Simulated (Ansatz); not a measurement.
Input file for Ansatz (a first-principles code):

Ansatz 0.2 input:
```yaml
crystal:
  lattice:
    - [0.0, 3.0666380985, 3.0666380985]
    - [3.0666380985, 0.0, 3.0666380985]
    - [3.0666380985, 3.0666380985, 0.0]
  atoms:
    - { symbol: Lu, position: [0.5, 0.5, 0.5] }
    - { symbol: Bi, position: [0.0, 0.0, 0.0] }
kpoints:
  mp_grid: { grid: [9, 9, 9] }
  band_path:
    path:
      - [[0.0, 0.0, 0.0], [0.5, 0.0, 0.5], [0.625, 0.25, 0.625]]  # Γ-X-U
      - [[0.375, 0.375, 0.75], [0.0, 0.0, 0.0], [0.5, 0.5, 0.5], [0.5, 0.25, 0.75], [0.5, 0.0, 0.5]]  # K-Γ-L-W-X
    npoints: 12
basis: { xc_grid: 2 }
hamiltonian:
  xc: pbesol
  pseudopotentials: { kind: paw }
magnetization: { noncollinear: true, spin_orbit: true }
scf:
  n_extra_bands: 12
  convergence: { dr2_threshold: 0.0000000001 }
  occupations: { method: gaussian, width: 0.05 }
output: { eigenvalues: true }
```

Output (shortened):

```
Pseudopotential: Lu, paw_fr, valence charge 25
Pseudopotential: Bi, paw_fr, valence charge 15
Functional definition: PBEsol
non-collinear run that drives no moment, with spin-orbit …
Crystal: 2 atoms, lattice volume = 57.679 Å³
Basis set: ecut = 420 eV, 1139 PW (Γ), exchange–correlation on 60×60×60 points (8 copies of the dense FFT grid, shifted against one another)
Bands: 52, of which v1, the nominal top of the filled ones, is band 40 counted from 1 (39 counted from 0)
Symmetry: 48 space group operations + 48 with time reversal
k-points: 35 of 729
Projection manifold: j_resolved (fully-relativistic pseudo-atomic orbitals)
SCF iter   1: F=—  HF=-26913.206254 eV  |F-HF|=—  |Δ(HF+E_count)|=         —  Δρ=4.70e-2  dr2=1.61e0  dr2_m=0.00e0 (ungated)  ethr=3.10e-3  |M|=0.00e0 ∫|m|=0.00e0 μB  |m|>n=0.0e0 m-floor=0.0e0 τ_xc=0.0e0  β_m=0.30  ⟨swp⟩=7.7  Hψ=4830  notcnv=0  defer=12
preconditioner: auto → none
SCF iter   2: F=—  HF=-26912.690736 eV  |F-HF|=—  |Δ(HF+E_count)|=   5.16e-1  Δρ=1.86e-2  dr2=1.49e-1  dr2_m=0.00e0 (ungated)  ethr=3.10e-3  |M|=0.00e0 ∫|m|=0.00e0 μB  |m|>n=0.0e0 m-floor=0.0e0 τ_xc=0.0e0  β_m=0.34  ⟨swp⟩=4.1  Hψ=2057  notcnv=0  defer=182
SCF iter   3: F=—  HF=-26912.647814 eV  |F-HF|=—  |Δ(HF+E_count)|=   4.29e-2  Δρ=1.06e-2  dr2=4.30e-2  dr2_m=0.00e0 (ungated)  ethr=3.72e-4  |M|=0.00e0 ∫|m|=0.00e0 μB  |m|>n=0.0e0 m-floor=0.0e0 τ_xc=0.0e0  β_m=0.41  ⟨swp⟩=2.8  Hψ=1751  notcnv=0  defer=182
SCF iter   4: F=—  HF=-26912.645863 eV  |F-HF|=—  |Δ(HF+E_count)|=   1.95e-3  Δρ=4.11e-3  dr2=5.50e-3  dr2_m=0.00e0 (ungated)  ethr=1.08e-4  |M|=0.00e0 ∫|m|=0.00e0 μB  |m|>n=0.0e0 m-floor=0.0e0 τ_xc=0.0e0  β_m=0.51  ⟨swp⟩=2.3  Hψ=1683  notcnv=0  defer=182
SCF iter   5: F=—  HF=-26912.647763 eV  |F-HF|=—  |Δ(HF+E_count)|=   1.90e-3  Δρ=9.55e-4  dr2=2.02e-4  dr2_m=0.00e0 (ungated)  ethr=1.38e-5  |M|=0.00e0 ∫|m|=0.00e0 μB  |m|>n=0.0e0 m-floor=0.0e0 τ_xc=0.0e0  β_m=0.65  ⟨swp⟩=2.0  Hψ=1638  notcnv=0  defer=182
SCF iter   6: F=—  HF=-26912.647991 eV  |F-HF|=—  |Δ(HF+E_count)|=   2.28e-4  Δρ=1.90e-4  dr2=9.37e-6  dr2_m=0.00e0 (ungated)  ethr=5.05e-7  |M|=0.00e0 ∫|m|=0.00e0 μB  |m|>n=0.0e0 m-floor=0.0e0 τ_xc=0.0e0  β_m=0.77  ⟨swp⟩=2.6  Hψ=1539  notcnv=0  defer=182
SCF iter   7: F=—  HF=-26912.647990 eV  |F-HF|=—  |Δ(HF+E_count)|=   7.76e-7  Δρ=2.04e-5  dr2=2.37e-7  dr2_m=0.00e0 (ungated)  ethr=2.34e-8  |M|=0.00e0 ∫|m|=0.00e0 μB  |m|>n=0.0e0 m-floor=0.0e0 τ_xc=0.0e0  β_m=0.78  ⟨swp⟩=2.1  Hψ=1477  notcnv=0  defer=182
SCF iter   8: F=—  HF=-26912.647990 eV  |F-HF|=—  |Δ(HF+E_count)|=   7.37e-7  Δρ=2.61e-6  dr2=1.48e-9  dr2_m=0.00e0 (ungated)  ethr=5.92e-10  |M|=0.00e0 ∫|m|=0.00e0 μB  |m|>n=0.0e0 m-floor=0.0e0 τ_xc=0.0e0  β_m=0.74  ⟨swp⟩=2.2  Hψ=1548  notcnv=0  defer=182
SCF iter  10: F=-26912.647990 eV  HF=-26912.647990 eV  |F-HF|=3.64e-12  |Δ(HF+E_count)|=  5.82e-11  Δρ=8.39e-8  dr2=1.90e-12  dr2_m=0.00e0 (ungated)  ethr=1.00e-12  |M|=0.00e0 ∫|m|=0.00e0 μB  |m|>n=0.0e0 m-floor=0.0e0 τ_xc=0.0e0  ⟨swp⟩=4.0  Hψ=2751  notcnv=0
SCF 1 converged in 10 iterations: F = -26912.647990 eV  dr2 = 1.90e-12
NSCF: frozen V_eff on 74 k-points
SCF converged after 10 iterations
Magnetization: |M| = 0.0000 μB,  M = (+0.0000, +0.0000, +0.0000) μB
Absolute magnetization: 0.0000 μB (∫|m|)
  site 0: m = (+0.0000, +0.0000, +0.0000) μB, |m| = 0.0000 μB  (R = 1.26 Å)
  site 1: m = (+0.0000, +0.0000, +0.0000) μB, |m| = 0.0000 μB  (R = 1.26 Å)
Free energy (F): -26912.647990 eV
Harris-Foulkes:  -26912.647990 eV  (|F-HF|=3.64e-12)
Internal energy: -26912.647492 eV  (E = F + TS)
E sigma→0 (E₀):  -26912.647741 eV
Entropy (-TS):   -0.000497 eV (-0.249 meV/atom)
Fermi energy:    13.195810 eV
--- Per-component energies (eV) ---
  E_band       = -86.712261
  E_kinetic    = 725.908439
  E_local      = -8499.604291  (includes V_loc(G=0)·N_el)
  E_nonlocal   = 1141.641557
  E_hartree    = 3443.629770
  E_xc         = -367.064803
  E_vxc        = -402.223092  (∫ρ·V_xc dr)
  E_paw        = -17824.207801  (= ΣΔE_a)
  E_vpaw       = 60.305997  (= ΣTr[D̂ρ^β])
  E_aug_tail   = -0.000369  (compensation charges beyond the density's cutoff)
  E_ewald      = -5534.249021
  E_core_change = 1.299026  (= ΣΔE_core)
  E_smearing   = -0.000497  (= −TS)
  E_closure    = 0.000000  (closes the sum)
  Σ components = -26912.647990   (vs F -26912.647990, Δ=0.00e0)
  [band-id]    e_kinetic+e_local+e_nonlocal+2·e_hartree+e_vxc+e_vpaw+e_augmentation_tail = -86.712219   (vs E_band -86.712261, Δ=4.18e-5)
--- Band table (eV; the first three rows and the last of 35) ---
  k-point 0: bands = ["-43.5841", "-43.5841", "-19.3015", "-19.3015", "-12.4206", "-12.4206", "-12.4206", "-12.4206", "-10.5481", "-10.5481", "-10.5481", "-10.5481", "-7.5879", "-7.5879", "-7.5879", "-7.5879", "-7.5451", "-7.5451", "1.4013", "1.4013", …
  k-point 1: bands = ["-43.5840", "-43.5840", "-19.3030", "-19.3030", "-12.4298", "-12.4298", "-12.4270", "-12.4270", "-10.5443", "-10.5443", "-10.5425", "-10.5425", "-7.5856", "-7.5856", "-7.5825", "-7.5825", "-7.5431", "-7.5431", "1.5274", "1.5274", …
  k-point 2: bands = ["-43.5837", "-43.5837", "-19.3068", "-19.3068", "-12.4529", "-12.4529", "-12.4429", "-12.4429", "-10.5346", "-10.5346", "-10.5286", "-10.5286", "-7.5799", "-7.5799", "-7.5688", "-7.5688", "-7.5380", "-7.5380", "1.8782", "1.8782", …
  k-point 34: bands = ["-43.5829", "-43.5829", "-19.3150", "-19.3150", "-12.4775", "-12.4775", "-12.4669", "-12.4669", "-10.5366", "-10.5366", "-10.5197", "-10.5197", "-7.5764", "-7.5764", "-7.5613", "-7.5613", "-7.5257", "-7.5257", "2.7862", "2.7862", …
```

Cost: around 50 core-seconds (rough) on shared cores.

Space group Fm-3m (rock salt). The workflow started from a Materials Project entry (that database holds measured and hypothetical structures alike); the Crystallography Open Database copy checked does not list it. With Lu and Bi taken as one species the cell has the higher symmetry Pm-3m, so it may be an ordered model of a mixed-site phase. Whether it is the stable phase at ambient conditions was not checked. The PBEsol relaxation kept the symmetry of its start; of distortions, only those at the zone centre were tested.

Potentials: the later of the program's two PAW sets.

Ansatz is a plane-wave DFT program.
